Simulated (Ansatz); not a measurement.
Input and command of a plane-wave DFT calculation in Ansatz:

```yaml
crystal:
  lattice:
    - [0.0, 1.90155, 1.94908875]
    - [1.90155, 0.0, 1.94908875]
    - [1.90155, 1.90155, 0.0]
  atoms:
    - { symbol: Rh, position: [0.0, 0.0, 0.0] }
basis:
  ecutwfc: 420
kpoints:
  mp_grid: { grid: [22, 22, 22] }
hamiltonian:
  xc: pbesol
scf:
  occupations: { method: gaussian, width: 0.15 }
output:
  forces: true
  stress: true
  eigenvalues: true
```

```bash
ansatz run input.yaml --threads 1 --pin off --max-ram 2560MiB --backend cpu --events-out ev --progress --plain --runs-dir out
```

Processor: Intel(R) Xeon(R) Platinum 8375C CPU @ 2.90GHz (Ice Lake), 1 thread, on a host shared with other jobs.

Task: How long does it run, and how much memory does it take?

Result: About 7.7 s on 1 thread of Intel(R) Xeon(R) Platinum 8375C CPU @ 2.90GHz (Ice Lake) (shared host), peak memory 0.47 GiB. It solves 13 bands at 834 k points (the mesh reduced by symmetry) with about 283 plane waves, in 6 SCF iterations.
